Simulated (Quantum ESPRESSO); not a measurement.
**Band energies of Sn**

```
Sn
1.0
    0.00000     3.27186     3.27186
    3.27186     0.00000     3.27186
    3.27186     3.27186     0.00000
Sn
2
Direct
  0.50000   0.50000   0.50000
  0.75000   0.75000   0.75000
```

PBEsol (pw.x of Quantum ESPRESSO, ONCV potentials, scalar-relativistic); path ΓXWKΓLUWLK,UX; energies in eV from the Fermi level.

```csv
k (1/Å),point,band 10,band 11,band 12,band 13,band 14,band 15,band 16,band 17
0.00,Γ,-21.16,-10.36,-0.77,0.19,0.19,0.19,2.25,2.25
0.32,,-21.14,-10.01,-2.87,-0.84,-0.84,1.47,1.96,3.71
0.64,,-21.11,-8.99,-5.25,-1.90,-1.90,0.79,1.75,5.99
0.96,X,-21.10,-7.35,-7.35,-2.29,-2.29,0.89,0.89,7.65
1.32,,-21.08,-7.30,-7.30,-2.79,-2.79,2.64,2.64,4.96
1.44,W,-21.08,-7.29,-7.29,-2.85,-2.85,3.42,3.42,4.07
1.78,K,-21.08,-7.75,-6.87,-3.18,-1.94,1.16,3.39,5.71
2.09,,-21.09,-8.79,-5.64,-2.94,-1.15,1.56,4.17,4.35
2.39,,-21.12,-9.81,-3.68,-1.57,-0.28,1.30,2.89,3.02
2.70,,-21.15,-10.33,-1.25,0.01,0.16,0.50,2.29,2.31
2.80,Γ,-21.16,-10.36,-0.77,0.19,0.19,0.19,2.25,2.25
3.01,,-21.14,-10.22,-2.15,-0.08,-0.08,0.60,2.60,2.60
3.42,,-21.12,-9.18,-5.43,-0.86,-0.86,0.09,3.30,3.30
3.63,L,-21.11,-8.79,-6.13,-0.98,-0.98,-0.01,3.30,3.30
3.75,,-21.11,-8.74,-6.14,-1.54,-1.06,0.55,3.19,3.48
4.10,,-21.08,-8.04,-6.57,-3.17,-1.76,1.28,4.09,4.99
4.22,U,-21.08,-7.75,-6.87,-3.18,-1.94,1.16,3.39,5.71
4.44,,-21.08,-7.55,-7.05,-3.03,-2.55,2.47,3.48,4.60
4.56,W,-21.08,-7.29,-7.29,-2.85,-2.85,3.42,3.42,4.07
4.75,,-21.08,-7.98,-6.61,-3.08,-2.21,2.56,3.22,4.69
5.14,,-21.11,-8.75,-6.13,-1.40,-1.04,0.42,3.22,3.43
5.24,L,-21.11,-8.79,-6.13,-0.98,-0.98,-0.01,3.30,3.30
5.40,,-21.10,-8.69,-6.15,-1.87,-1.14,0.88,3.15,3.65
5.66,,-21.08,-8.18,-6.44,-3.08,-1.67,1.34,4.11,4.91
5.82,K,-21.08,-7.75,-6.87,-3.18,-1.94,1.16,3.39,5.71
5.82,U,-21.08,-7.75,-6.87,-3.18,-1.94,1.16,3.39,5.71
6.16,X,-21.10,-7.35,-7.35,-2.29,-2.29,0.89,0.89,7.65
```

At this level the gap is closed or nearly so: along the path the highest valence and lowest conduction bands touch, or overlap by less than 0.6 eV, a zero-gap or semimetallic result; the valence top lies at Γ, the conduction bottom at L, 0.20 eV lower.

Spin-orbit splittings are left out.

Geometry relaxed with PBEsol.
